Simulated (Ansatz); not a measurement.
Property card for P₂W

P₂W:
```xyz
6
Lattice="4.2086 1.5672 0.0000 -4.2086 1.5672 0.0000 -3.6182 0.0000 6.4672" Properties=species:S:1:pos:R:3 pbc="T T T"
P     -3.1317     1.5672     0.1610
P     -0.4865     1.5672     6.3062
P     -3.0246     1.5672     3.8837
P     -0.5935     1.5672     2.5836
W      1.8182     1.5672     1.9004
W     -5.4364     1.5672     4.5668
```

Space group C2/m (No. 12); conventional cell a = 8.417 Å, b = 3.134 Å, c = 7.411 Å, α = γ = 90.00°, β = 119.23°.

Method: LDA in the plane-wave PAW code Ansatz. Structure relaxed to zero pressure with the same functional. Other levels are named where they apply.

Cell and energy:

Volume per atom: 14.22 Å³
Density: 9.57 g/cm³
Formation energy from the elements (no fitted shifts): -48 kJ/mol-atom

Electronic structure:

Electronic character: metallic (no gap)
Density of states at the Fermi level: 0.23 states/eV per atom (mean over ±0.08 eV)

Mechanics:

- Bulk modulus (Birch–Murnaghan fit): 210 GPa
- Pressure derivative B′: 4.4

Phonons:

Highest zone-centre frequency: 492 cm⁻¹
Zone-centre stability: no imaginary mode at Γ

The workflow started from a Materials Project entry (that database holds measured and hypothetical structures alike); the Crystallography Open Database files this formula in space group No. 12, but the cells were not matched. Its standing as an ambient phase is unchecked. The cell was relaxed with LDA under the symmetry of its start. The run is not spin-polarised. As this level gives no gap, phonon frequencies hold no LO–TO term and depend on the k-mesh and smearing (Fermi–Dirac, 0.1 eV here). The references are the lowest solids computed at this level, not always the standard phases. Spin–orbit coupling is left out wherever it is not named.

Potentials: the earlier of the program's two PAW sets. The files were generated under PBE; for other functionals the program regenerates the frozen cores, and for LDA and PBEsol the local potential too.
